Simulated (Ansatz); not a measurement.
C:
```
C
1.0
    3.55662     0.00000     0.00000
   -1.77831     3.08012     0.00000
    0.00000     0.00000     3.35744
C
6
Direct
  0.23240   0.46480   0.25000
  0.53520   0.76760   0.58333
  0.23240   0.76760   0.91667
  0.76760   0.53520   0.75000
  0.46480   0.23240   0.08333
  0.76760   0.23240   0.41667
```

Tensor components refer to the Cartesian frame of this cell.

Question: Give the proper piezoelectric stress tensor with relaxed ions from PBEsol (plane waves, PAW; program Ansatz).

Answer: In C/m², rows x, y, z, Voigt columns; mesh uncertainty up to 0.00.
```
 0.00   0.00   0.00  -0.10   0.00   0.00
 0.00   0.00   0.00   0.00   0.10   0.00
 0.00   0.00   0.00   0.00   0.00   0.00
```

The elastic tensor of the same run (GPa):

```
930  187  134  0.0  0.0  0.0
187  930  134  0.0  0.0  0.0
134  134  861  0.0  0.0  0.0
0.0  0.0  0.0  499  0.0  0.0
0.0  0.0  0.0  0.0  499  0.0
0.0  0.0  0.0  0.0  0.0  372
```

Question: Convert to strain constants d = e·S.

Answer: In pC/N:
```
 0.0   0.0   0.0  -0.2   0.0   0.0
 0.0   0.0   0.0   0.0   0.2   0.0
 0.0   0.0   0.0   0.0   0.0   0.0
```

Space group P6_122. The start of the workflow was typed in or built on a structure type; neither database checked (COD, Materials Project) lists it. It is not the phase usual at ambient conditions (space group No. 194, 227). Symmetry was held in the PBEsol relaxation; its stability against distortions is not shown here. Signs of piezoelectric constants follow the polarity of the cell as given.

Potentials: the later of the program's two PAW sets.
